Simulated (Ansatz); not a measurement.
An Ansatz (a program for electronic structure) run. Input:

Ansatz 0.2 input:
```yaml
crystal:
  lattice:
    - [0.0, 5.4659167008, 5.4659167008]
    - [5.4659167008, 0.0, 5.4659167008]
    - [5.4659167008, 5.4659167008, 0.0]
  atoms:
    - { symbol: Rb, position: [0.75, 0.75, 0.75] }
    - { symbol: Rb, position: [0.25, 0.25, 0.25] }
    - { symbol: Sc, position: [0.0, 0.0, 0.0] }
    - { symbol: In, position: [0.5, 0.5, 0.5] }
    - { symbol: Cl, position: [0.7726778781, 0.2273221219, 0.2273221219] }
    - { symbol: Cl, position: [0.2273221219, 0.7726778781, 0.7726778781] }
    - { symbol: Cl, position: [0.2273221219, 0.7726778781, 0.2273221219] }
    - { symbol: Cl, position: [0.7726778781, 0.2273221219, 0.7726778781] }
    - { symbol: Cl, position: [0.2273221219, 0.2273221219, 0.7726778781] }
    - { symbol: Cl, position: [0.7726778781, 0.7726778781, 0.2273221219] }
kpoints:
  mp_grid: { grid: [4, 4, 4] }
  band_path:
    path:
      - [[0.0, 0.0, 0.0], [0.5, 0.0, 0.5], [0.625, 0.25, 0.625]]  # Γ-X-U
      - [[0.375, 0.375, 0.75], [0.0, 0.0, 0.0], [0.5, 0.5, 0.5], [0.5, 0.25, 0.75], [0.5, 0.0, 0.5]]  # K-Γ-L-W-X
      - [VBM, CBM]
    npoints: 12
hamiltonian:
  xc: r2scan
  pseudopotentials: { kind: paw }
magnetization: { noncollinear: true, spin_orbit: true }
scf:
  n_extra_bands: 20
  convergence: { dr2_threshold: 0.0000000001 }
  occupations: { method: gaussian, width: 0.01 }
checkpoint: { write: soc.run }
output: { eigenvalues: true }
```

Output (shortened):

```
Pseudopotentials: kind: paw_fr
Pseudopotential: Rb, paw_fr, valence charge 9
Pseudopotential: Sc, paw_fr, valence charge 11
Pseudopotential: In, paw_fr, valence charge 13
Pseudopotential: Cl, paw_fr, valence charge 7
Functional definition: r2SCAN
non-collinear run that drives no moment, with spin-orbit …
Crystal: 10 atoms, lattice volume = 326.602 Å³
Basis set: ecut = 500 eV, 8363 PW (Γ), exchange–correlation on 240×240×240 points (64 copies of the dense FFT grid, shifted against one another)
Bands: 104, of which v1, the nominal top of the filled ones, is band 84 counted from 1 (83 counted from 0)
Symmetry: 48 space group operations + 48 with time reversal
k-points: 8 of 64
Projection manifold: j_resolved (fully-relativistic pseudo-atomic orbitals)
PAW frozen core: Rb, regenerated for the run's functional
PAW frozen core: Sc, regenerated for the run's functional
PAW frozen core: In, regenerated for the run's functional
PAW frozen core: Cl, regenerated for the run's functional
Initial density: superposition of atomic densities (chi_scale 0.1, normalization cell, long waves kept (reshape's long-wave potential 0.01 eV rms))
Initial wavefunctions: pseudopotential atomic-orbital guess
Eigensolver: davidson
Functional: x = r2scan, c = r2scan; τ floored in thin density (d = 2e-4 eV/Å³)
SCF iter   1: F=—  HF=-20812.166109 eV  |F-HF|=—  |Δ(HF+E_count)|=         —  Δρ=3.76e-2  dr2=7.54e0  dr2_τ=3.83e-2  dr2_m=0.00e0 (ungated)  ethr=3.10e-3  |M|=0.00e0 ∫|m|=0.00e0 μB  |m|>n=0.0e0 m-floor=0.0e0 τ_xc=0.0e0  β_m=0.30  ⟨swp⟩=7.0  Hψ=1903  notcnv=0  defer=32
all-band conjugate gradients solve this SCF's bands
preconditioner: auto → Resta (q_TF=auto, 2.176 Å⁻¹)
spin=Noncollinear: Resta preconditioning applied to the charge; magnetization (m_x, m_y, m_z) channels mix plain (no charge-response kernel on spin).
SCF iter   2: F=—  HF=-20810.605004 eV  |F-HF|=—  |Δ(HF+E_count)|=    1.56e0  Δρ=2.02e-2  dr2=2.22e0  dr2_τ=1.05e-2  dr2_m=0.00e0 (ungated)  ethr=3.10e-3  |M|=0.00e0 ∫|m|=0.00e0 μB  |m|>n=0.0e0 m-floor=0.0e0 τ_xc=0.0e0  β_m=0.44  ⟨swp⟩=3.1  Hψ=797  notcnv=0  defer=100
SCF iter   3: F=—  HF=-20809.872551 eV  |F-HF|=—  |Δ(HF+E_count)|=   7.32e-1  Δρ=7.77e-3  dr2=3.91e-1  dr2_τ=3.29e-3  dr2_m=0.00e0 (ungated)  ethr=2.64e-3  |M|=0.00e0 ∫|m|=0.00e0 μB  |m|>n=0.0e0 m-floor=0.0e0 τ_xc=0.0e0  β_m=0.55  ⟨swp⟩=2.5  Hψ=642  notcnv=0  defer=100
SCF iter   4: F=—  HF=-20809.750191 eV  |F-HF|=—  |Δ(HF+E_count)|=   1.22e-1  Δρ=3.18e-3  dr2=4.64e-2  dr2_τ=3.30e-4  dr2_m=0.00e0 (ungated)  ethr=4.65e-4  |M|=0.00e0 ∫|m|=0.00e0 μB  |m|>n=0.0e0 m-floor=0.0e0 τ_xc=0.0e0  β_m=0.75  ⟨swp⟩=2.9  Hψ=835  notcnv=0  defer=100
SCF iter   5: F=—  HF=-20809.750071 eV  |F-HF|=—  |Δ(HF+E_count)|=   1.20e-4  Δρ=8.15e-4  dr2=2.58e-3  dr2_τ=3.79e-5  dr2_m=0.00e0 (ungated)  ethr=5.52e-5  |M|=0.00e0 ∫|m|=0.00e0 μB  |m|>n=0.0e0 m-floor=0.0e0 τ_xc=0.0e0  β_m=0.84  ⟨swp⟩=2.1  Hψ=701  notcnv=0  defer=100
SCF iter   6: F=—  HF=-20809.751850 eV  |F-HF|=—  |Δ(HF+E_count)|=   1.78e-3  Δρ=1.74e-4  dr2=9.17e-5  dr2_τ=2.04e-6  dr2_m=0.00e0 (ungated)  ethr=3.08e-6  |M|=0.00e0 ∫|m|=0.00e0 μB  |m|>n=0.0e0 m-floor=0.0e0 τ_xc=0.0e0  β_m=0.92  ⟨swp⟩=2.4  Hψ=704  notcnv=0  defer=100
SCF iter   7: F=—  HF=-20809.752046 eV  |F-HF|=—  |Δ(HF+E_count)|=   1.96e-4  Δρ=3.42e-5  dr2=5.36e-6  dr2_τ=1.45e-7  dr2_m=0.00e0 (ungated)  ethr=1.09e-7  |M|=0.00e0 ∫|m|=0.00e0 μB  |m|>n=0.0e0 m-floor=0.0e0 τ_xc=0.0e0  β_m=0.93  ⟨swp⟩=2.0  Hψ=670  notcnv=0  defer=100
SCF iter   8: F=—  HF=-20809.752362 eV  |F-HF|=—  |Δ(HF+E_count)|=   3.16e-4  Δρ=6.44e-6  dr2=1.95e-7  dr2_τ=2.08e-9  dr2_m=0.00e0 (ungated)  ethr=6.38e-9  |M|=0.00e0 ∫|m|=0.00e0 μB  |m|>n=0.0e0 m-floor=0.0e0 τ_xc=0.0e0  β_m=0.97  ⟨swp⟩=2.0  Hψ=681  notcnv=0  defer=100
SCF iter  11: F=-20809.752362 eV  HF=-20809.752362 eV  |F-HF|=3.64e-12  |Δ(HF+E_count)|=  2.40e-10  Δρ=9.35e-8  dr2=4.20e-11  dr2_τ=1.01e-12  dr2_m=0.00e0 (ungated)  ethr=1.00e-12  |M|=0.00e0 ∫|m|=0.00e0 μB  |m|>n=0.0e0 m-floor=0.0e0 τ_xc=0.0e0  ⟨swp⟩=14.1  Hψ=2170  notcnv=0
SCF 1 converged in 11 iterations: F = -20809.752362 eV  dr2 = 4.20e-11
NSCF: frozen V_eff on 16 k-points
NSCF: frozen V_eff on 16 k-points
NSCF: frozen V_eff on 6 k-points
NSCF: frozen V_eff on 3 k-points
NSCF: frozen V_eff on 3 k-points
NSCF: frozen V_eff on 3 k-points
NSCF: frozen V_eff on 87 k-points
SCF converged after 11 iterations
Magnetization: |M| = 0.0000 μB,  M = (+0.0000, +0.0000, +0.0000) μB
Absolute magnetization: 0.0000 μB (∫|m|)
  site 0: m = (+0.0000, +0.0000, +0.0000) μB, |m| = 0.0000 μB  (R = 1.60 Å)
  site 1: m = (+0.0000, +0.0000, +0.0000) μB, |m| = 0.0000 μB  (R = 1.60 Å)
  site 2: m = (+0.0000, +0.0000, +0.0000) μB, |m| = 0.0000 μB  (R = 1.03 Å)
  site 3: m = (+0.0000, +0.0000, +0.0000) μB, |m| = 0.0000 μB  (R = 1.23 Å)
  site 4: m = (+0.0000, +0.0000, +0.0000) μB, |m| = 0.0000 μB  (R = 1.03 Å)
  site 5: m = (+0.0000, +0.0000, +0.0000) μB, |m| = 0.0000 μB  (R = 1.03 Å)
  site 6: m = (+0.0000, +0.0000, +0.0000) μB, |m| = 0.0000 μB  (R = 1.03 Å)
  site 7: m = (+0.0000, +0.0000, +0.0000) μB, |m| = 0.0000 μB  (R = 1.03 Å)
  site 8: m = (+0.0000, +0.0000, +0.0000) μB, |m| = 0.0000 μB  (R = 1.03 Å)
  site 9: m = (+0.0000, +0.0000, +0.0000) μB, |m| = 0.0000 μB  (R = 1.03 Å)
Free energy (F): -20809.752362 eV
Harris-Foulkes:  -20809.752362 eV  (|F-HF|=3.64e-12)
Internal energy: -20809.752362 eV  (E = F + TS)
E sigma→0 (E₀):  -20809.752362 eV
Fermi energy:    4.329730 eV
--- Per-component energies (eV) ---
  E_band       = -705.349021
  E_kinetic    = 1850.992610
  E_local      = -5643.939979  (includes V_loc(G=0)·N_el)
  E_nonlocal   = 957.257485
  E_hartree    = 1942.364022
  E_xc         = -1179.878438
  E_vxc        = -1365.613940  (∫ρ·V_xc dr)
  E_paw        = -14387.513554  (= ΣΔE_a)
  E_vpaw       = -466.160937  (= ΣTr[D̂ρ^β])
  E_aug_tail   = 0.000235  (compensation charges beyond the density's cutoff)
  E_vtau       = 77.387477  (kinetic-family band-sum trace: ∫τ·v_τ [+ j·A + Jᵃ·Aᵃ] dr)
  E_ewald      = -4348.660006
  E_core_change = -0.374738  (= ΣΔE_core)
  E_smearing   =  0.000000  (= −TS)
  E_closure    = 0.000000  (closes the sum)
  Σ components = -20809.752362   (vs F -20809.752362, Δ=0.00e0)
  [band-id]    e_kinetic+e_local+e_nonlocal+2·e_hartree+e_vxc+e_vpaw+e_augmentation_tail+e_vtau = -705.349005   (vs E_band -705.349021, Δ=1.59e-5)
--- Band table (eV; the first three rows and the last of 8) ---
  k-point 0: bands = ["-48.8038", "-48.8038", "-26.7663", "-26.7663", "-26.2628", "-26.2628", "-26.2628", "-26.2628", "-24.5041", "-24.5041", "-24.5028", "-24.5028", "-12.6112", "-12.6112", "-12.1864", "-12.1864", "-12.1864", "-12.1864", "-12.1712", "-12.1712", "-12.1652", "-12.1652", "-12.1652", "-12.1652", "-11.1057", "-11.1057", "-11.1057", "-11.1057", "-10.2803", "-10.2803", "-10.2525", "-10.2525", "-10.2525", "-10.2525", "-8.6181", "-8.6181", "-8.6019", "-8.6019", "-7.7496", "-7.7496", "-7.7496", "-7.7496", "-7.7283", "-7.7283", "-7.7283", "-7.7283", "-2.6820", "-2.6820", "-1.0109", "-1.0109", "-1.0109", "-1.0109", "-1.0010", "-1.0010", "-0.7118", "-0.7118", "-0.7118", "-0.7118", "-0.6713", "-0.6713", "-0.5360", "-0.5360", "-0.5360", "-0.5360", "0.4364", "0.4364", "0.4364", "0.4364", "0.4925", "0.4925", "0.5496", "0.5496", "0.6801", "0.6801", "0.6801", "0.6801", "0.9820", "0.9820", "1.0466", "1.0466", "1.0466", "1.0466", "2.2593", "2.2593", "5.7004", "5.7004", "5.7004", "5.7004", "5.7203", "5.7203", "6.8861", "6.8861", "7.2230", "7.2230", "7.3750", "7.3750", "7.3750", "7.3750", "7.5012", "7.5012", "7.5012", "7.5012", "8.4079", "8.4079"]
  k-point 1: bands = ["-48.8038", "-48.8038", "-26.7663", "-26.7663", "-26.2628", "-26.2628", "-26.2628", "-26.2628", "-24.5039", "-24.5039", "-24.5030", "-24.5030", "-12.5827", "-12.5827", "-12.2062", "-12.2062", "-12.1943", "-12.1943", "-12.1924", "-12.1924", "-12.1620", "-12.1620", "-12.1603", "-12.1603", "-11.1061", "-11.1061", "-11.1058", "-11.1058", "-10.2803", "-10.2803", "-10.2527", "-10.2527", "-10.2526", "-10.2526", "-8.6113", "-8.6113", "-8.6001", "-8.6001", "-7.7437", "-7.7437", "-7.7385", "-7.7385", "-7.7285", "-7.7285", "-7.7240", "-7.7240", "-2.4659", "-2.4659", "-1.2525", "-1.2525", "-0.9943", "-0.9943", "-0.9861", "-0.9861", "-0.6848", "-0.6848", "-0.6479", "-0.6479", "-0.6110", "-0.6110", "-0.5163", "-0.5163", "-0.5140", "-0.5140", "0.2067", "0.2067", "0.3354", "0.3354", "0.3606", "0.3606", "0.5097", "0.5097", "0.6080", "0.6080", "0.6802", "0.6802", "0.8863", "0.8863", "0.9421", "0.9421", "0.9740", "0.9740", "2.6835", "2.6835", "5.6836", "5.6836", "5.7508", "5.7508", "5.7618", "5.7618", "6.6797", "6.6797", "6.7830", "6.7830", "7.1221", "7.1221", "7.7286", "7.7286", "8.3039", "8.3039", "8.3813", "8.3813", "8.6602", "8.6602"]
  k-point 2: bands = ["-48.8038", "-48.8038", "-26.7663", "-26.7663", "-26.2628", "-26.2628", "-26.2628", "-26.2628", "-24.5034", "-24.5034", "-24.5034", "-24.5034", "-12.5471", "-12.5471", "-12.2515", "-12.2515", "-12.2000", "-12.2000", "-12.1969", "-12.1969", "-12.1576", "-12.1576", "-12.1568", "-12.1568", "-11.1064", "-11.1064", "-11.1058", "-11.1058", "-10.2802", "-10.2802", "-10.2530", "-10.2530", "-10.2526", "-10.2526", "-8.6019", "-8.6019", "-8.6009", "-8.6009", "-7.7345", "-7.7345", "-7.7320", "-7.7320", "-7.7237", "-7.7237", "-7.7233", "-7.7233", "-2.0492", "-2.0492", "-1.6997", "-1.6997", "-0.9798", "-0.9798", "-0.9694", "-0.9694", "-0.6339", "-0.6339", "-0.5324", "-0.5324", "-0.5227", "-0.5227", "-0.5132", "-0.5132", "-0.5019", "-0.5019", "-0.1392", "-0.1392", "0.2155", "0.2155", "0.2286", "0.2286", "0.5751", "0.5751", "0.6259", "0.6259", "0.6924", "0.6924", "0.7741", "0.7741", "0.8293", "0.8293", "0.8896", "0.8896", "3.0192", "3.0192", "5.6402", "5.6402", "5.7856", "5.7856", "5.7875", "5.7875", "6.4822", "6.4822", "6.5745", "6.5745", "7.3985", "7.3985", "8.3216", "8.3216", "8.6011", "8.6011", "8.8803", "8.8803", "8.9353", "8.9353"]
  k-point 7: bands = ["-48.8038", "-48.8038", "-26.7663", "-26.7663", "-26.2628", "-26.2628", "-26.2628", "-26.2628", "-24.5034", "-24.5034", "-24.5034", "-24.5034", "-12.5558", "-12.5558", "-12.2444", "-12.2444", "-12.1917", "-12.1917", "-12.1753", "-12.1753", "-12.1727", "-12.1727", "-12.1656", "-12.1656", "-11.1142", "-11.1142", "-11.1059", "-11.1059", "-10.2801", "-10.2801", "-10.2601", "-10.2601", "-10.2527", "-10.2527", "-8.5988", "-8.5988", "-8.5982", "-8.5982", "-7.7274", "-7.7274", "-7.7267", "-7.7267", "-7.7233", "-7.7233", "-7.7222", "-7.7222", "-2.1197", "-2.1197", "-1.4881", "-1.4881", "-0.8041", "-0.8041", "-0.7780", "-0.7780", "-0.7726", "-0.7726", "-0.6492", "-0.6492", "-0.6398", "-0.6398", "-0.5335", "-0.5335", "-0.4028", "-0.4028", "0.1449", "0.1449", "0.1836", "0.1836", "0.3367", "0.3367", "0.3627", "0.3627", "0.4142", "0.4142", "0.4188", "0.4188", "0.6365", "0.6365", "0.8415", "0.8415", "0.8705", "0.8705", "2.6511", "2.6511", "5.7852", "5.7852", "5.8008", "5.8008", "5.9351", "5.9351", "6.6145", "6.6145", "7.7116", "7.7116", "7.8864", "7.8864", "8.0580", "8.0580", "8.5237", "8.5237", "9.0252", "9.0252", "9.0935", "9.0935"]
  band table: 104 of 104 bands, residual norms ≤ 1.0e-3 eV
```

Cost: roughly 14 core-minutes on shared cores.

Space group Fm-3m. The first step of the workflow began from a Materials Project structure, measured or hypothetical; the Crystallography Open Database copy checked does not list it. Its standing as an ambient phase is unchecked. Symmetry was held in the r²SCAN relaxation; whether a distortion lowers the energy is not shown. The run is not spin-polarised.

Potentials: the later of the program's two PAW sets.

Ansatz is a plane-wave DFT program.
